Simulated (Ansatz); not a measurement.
Is this Al3FeCo2 structure stable?

The cell was found from a structure generator's guess, not taken from experiment.

The calculation used Ansatz, DFT PBE, scalar-relativistic, plane waves, PAW. The final run on the 6-atom cell used 420 eV, a Γ-centred 14×14×6 mesh, 0.10 eV smearing and collinear spin.

```xyz
6
Lattice="2.8556 0.0000 0.0000 0.0000 2.8556 0.0000 0.0000 0.0000 8.5872" Properties=species:S:1:pos:R:3 pbc="T T T"
Al    0.0000    0.0000    7.1695
Al    0.0000    0.0000    1.4177
Al    0.0000    0.0000    4.2936
Fe    1.4278    1.4278    0.0000
Co    1.4278    1.4278    2.8749
Co    1.4278    1.4278    5.7123
```

Formation energies are uncorrected and refer to the elements' standard structures at the same level.

Question: These tests were run: energy against the elements; phonons at Γ. What do they show?

Answer:

| test | result |
| --- | --- |
| energy against the elements | −0.51 eV/atom |
| phonons at Γ | lowest optical mode 168 cm⁻¹ |

It fails none of these tests. Whether a mixture of other phases lies lower isn't tested here. Phonons away from Γ weren't computed.

Another magnetic order may lie lower. The run for the phonons used a 16×16×6 k mesh and Gaussian smearing of 0.20 eV. The cell carries site moments Fe 0.4 μB.
